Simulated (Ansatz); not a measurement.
Computed properties of Cs

Cs:
```
Cs
1.0
    0.00000     3.78466     3.78466
    3.78466     0.00000     3.78466
    3.78466     3.78466     0.00000
Cs
1
Direct
  0.00000   0.00000   0.00000
```

Space group Fm-3m (No. 225), fcc (Cu type); conventional cell a = b = c = 7.5693 Å, α = β = γ = 90.00°.

Method: PBEsol in the plane-wave PAW code Ansatz. The cell and atoms are relaxed at this level. Other levels are named where they apply.

Cell and energy:

- Volume per atom: 108.42 Å³
- Density: 2.04 g/cm³

Electronic structure:

* **Electronic character**: metallic (no gap)
* **Density of states at the Fermi level**: 1.3 states/eV per atom (mean over ±0.08 eV)
* **Gap with spin–orbit coupling**: none (metallic)

Mechanics:

Bulk modulus (Birch–Murnaghan fit): 2.1 GPa
Pressure derivative B′: 3.4
Elastic constants (relaxed ions, GPa): C11 = 2.4, C12 = 1.9, C44 = 1.6
Mechanical stability: stable (all eigenvalues of C positive)
Hill bulk and shear moduli: 2.1 and 0.8 GPa
Young's modulus: 2.0 GPa
Poisson's ratio: 0.34
Debye temperature from the elastic constants: 42.7 K

The first step of the workflow began from a Materials Project structure, measured or hypothetical; the Crystallography Open Database files this formula in space group No. 225, but the cells were not matched. It is not the phase usual at ambient conditions (space group No. 229). The cell was relaxed with PBEsol under the symmetry of its start; its stability against distortions is not shown here. As this level gives no gap, shear constants depend on the k-mesh and smearing (Fermi–Dirac, 0.1 eV here). Spin–orbit coupling is left out wherever it is not named.

Potentials: the earlier of the program's two PAW sets. The files were generated under PBE; for other functionals the program regenerates the frozen cores, and for LDA and PBEsol the local potential too.
